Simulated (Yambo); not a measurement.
Material: LiF (rock salt, space group Fm-3m, No. 225); a = 2.761 Å, b = 2.761 Å, c = 2.761 Å, α = 60.00°, β = 60.00°, γ = 60.00° (2 atoms in the cell). Cell and atoms were relaxed with LDA from Materials Project entry mp-1138, within its symmetry.

With LDA (pw.x of Quantum ESPRESSO, ONCV potentials, scalar-relativistic), the gap between the mesh's edge points (Γ → Γ) is 9.754 eV.

### Question
Estimate the G0W0 gap between the same points from Yambo (8×8×8 Γ-centred k mesh, 65 bands and a 14 Ry block in the screening, 65 bands in G with the Bruneval-Gonze terminator, plasmon pole fitted at 27.2 eV).

### Answer
The correction is 4.986 eV, giving 14.740 eV, 1.5 times the LDA value.  Nearest settings tried, and what they do to the gap: 49 bands in W, 49 bands in G: +5 meV; 11 Ry block (65 vectors against 113): -117 meV; 6×6×6 mesh: -16 meV. So the settings aren't converged at that level.
